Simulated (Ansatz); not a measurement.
Relaxation of a randomly generated symmetric cell of GaCuSe2 (space group No. 183); 4 atoms in the cell, which starts as P6mm (No. 183), hP4; a = b = 4.6864 Å, c = 4.5820 Å, α = β = 90.00°, γ = 120.00°. The numbers are results of r2SCAN (plane waves to 500 eV, PAW, scalar-relativistic; Ansatz, an electronic-structure program), not measurements. Γ-centred k-mesh 6×6×5 on the run's cell (coarser than for final values), Fermi–Dirac smearing 0.05 eV. This is the first round of the run. 

The optimiser's lines from the output (shortened; P is positive under compression):

```
relax step   1: F+E_penalty+E_count = -21375.69947737 eV  Δ(F+E_penalty+E_count) = +0.000e0 eV  max|allowed force component| = 5.283e0 eV/Å  Δτ_max = 0.0000 Å  P = +5.302 GPa  Ω = 87.150 Å³  (10 SCF iters, dr2 threshold 1.00e-7 eV, accepted)
relax step   2: F+E_penalty+E_count = -21376.34956043 eV  Δ(F+E_penalty+E_count) = -6.501e-1 eV  max|allowed force component| = 1.620e0 eV/Å  Δτ_max = 0.1794 Å  P = +0.759 GPa  Ω = 90.317 Å³  (9 SCF iters, dr2 threshold 4.00e-7 eV, accepted)
relax step   3: F+E_penalty+E_count = -21376.44469186 eV  Δ(F+E_penalty+E_count) = -9.513e-2 eV  max|allowed force component| = 5.059e-1 eV/Å  Δτ_max = 0.0569 Å  P = +1.178 GPa  Ω = 89.342 Å³  (8 SCF iters, dr2 threshold 4.00e-7 eV, accepted)
relax step   4: F+E_penalty+E_count = -21376.46370241 eV  Δ(F+E_penalty+E_count) = -1.901e-2 eV  max|allowed force component| = 8.684e-2 eV/Å  Δτ_max = 0.0569 Å  P = +0.187 GPa  Ω = 91.126 Å³  (8 SCF iters, dr2 threshold 4.00e-7 eV, accepted)
relax step   5: F+E_penalty+E_count = -21376.46764677 eV  Δ(F+E_penalty+E_count) = -3.944e-3 eV  max|allowed force component| = 1.175e-2 eV/Å  Δτ_max = 0.0135 Å  P = -0.015 GPa  Ω = 91.572 Å³  (6 SCF iters, dr2 threshold 4.00e-7 eV, accepted)
relax step   6: F+E_penalty+E_count = -21376.46775148 eV  Δ(F+E_penalty+E_count) = -1.047e-4 eV  max|allowed force component| = 4.064e-3 eV/Å  Δτ_max = 0.0035 Å  P = +0.013 GPa  Ω = 91.586 Å³  (6 SCF iters, dr2 threshold 5.70e-8 eV, accepted)
relax step   7: F+E_penalty+E_count = -21376.46775263 eV  Δ(F+E_penalty+E_count) = -1.149e-6 eV  max|allowed force component| = 5.622e-4 eV/Å  Δτ_max = 0.0010 Å  P = -0.001 GPa  Ω = 91.601 Å³  (7 SCF iters, dr2 threshold 1.50e-9 eV, accepted)
relax step   8: F+E_penalty+E_count = -21376.46898952 eV  Δ(F+E_penalty+E_count) = -1.237e-3 eV  max|allowed force component| = 8.217e-4 eV/Å  Δτ_max = 0.0000 Å  P = +0.008 GPa  Ω = 91.601 Å³  stress off target by 1.60e-2 GPa  SCF on the basis re-selected at this cell (its energy is not comparable with the rows above)  (9 SCF iters)
```

From the first to the last row the energy changes by -0.19 eV/atom and the volume by +5.1 %. The last row is marked as not comparable with the walk above it, whose basis was carried along; it does compare with step 1, since both stand on a basis selected at the nominal cutoff for their own cell.

Later rounds, restarted from the end of this one on a renewed k-mesh, logged 4 more steps and released under 0.01 eV/atom more. The final structure after all rounds: P6mm (No. 183), hP4; a = 4.721 Å, b = 4.721 Å, c = 4.759 Å, α = 90.00°, β = 90.00°, γ = 120.00°. Between re-selections the logged energies stand on a plane-wave basis carried along with the cell. No spin polarisation in the result.

The run could not lose the symmetry of its start, so the end can be a saddle point.

The relaxed structure here is a generated cell of GaCuSe2: the first start was made by a random draw of sites in a space group, and the end was not matched to a known phase here, so it may be hypothetical. Known forms of GaCuSe2 include space group No. 122.
